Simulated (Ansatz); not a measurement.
## Straining BW2

Theory: DFT PBEsol, scalar-relativistic, plane waves, PAW in Ansatz 0.2.0. Settings: 420 eV cutoff, 6×6×8 k-mesh, Gaussian smearing of 0.10 eV, no spin polarisation.

Starting point, cell and atoms relaxed:

```
B W
1.0
     5.53625    0.00000    0.00000
     0.00000    5.53625    0.00000
     0.00000    0.00000    4.75070
B W
4 8
Direct
  0.00000 0.00000 0.25000
  0.00000 0.00000 0.75000
  0.50000 0.50000 0.75000
  0.50000 0.50000 0.25000
  0.16993 0.66993 0.00000
  0.33007 0.16993 0.00000
  0.33007 0.83007 0.50000
  0.16993 0.33007 0.50000
  0.66993 0.16993 0.50000
  0.83007 0.66993 0.50000
  0.83007 0.33007 0.00000
  0.66993 0.83007 0.00000
```

Deformation: uniaxial strain along c, with the lengths of a and b and the atoms relaxed and the angles held, all within the symmetry that the strain leaves. Energies are extrapolated to zero smearing. On this cell's mesh the reference holds a stress of up to 0.46 GPa.

Spin–orbit coupling is left out, which can shift energies with elements as heavy as these.

| strain (%) | ΔE (meV/atom) | a (Å) | b (Å) | c (Å) |
| --- | --- | --- | --- | --- |
| -6.0 | 58.9 | 5.654 | 5.654 | 4.466 |
| -4.0 | 25.6 | 5.612 | 5.612 | 4.561 |
| -2.0 | 6.5 | 5.573 | 5.573 | 4.656 |
| +0.0 | 0.0 | 5.536 | 5.536 | 4.751 |
| +2.0 | 4.3 | 5.501 | 5.501 | 4.846 |
| +4.0 | 20.0 | 5.471 | 5.471 | 4.941 |
| +6.0 | 43.1 | 5.432 | 5.432 | 5.036 |

Q: What stiffness (1/V) d²E/dε² at zero strain does a cubic fit over all points give?

A: A cubic fit gives (1/V) d²E/dε² = 375 GPa at zero strain (Young's modulus along this axis, angles held).

Q: How does the free axis a answer a small strain?

A: Between the innermost points its strain is -0.32 times the applied one.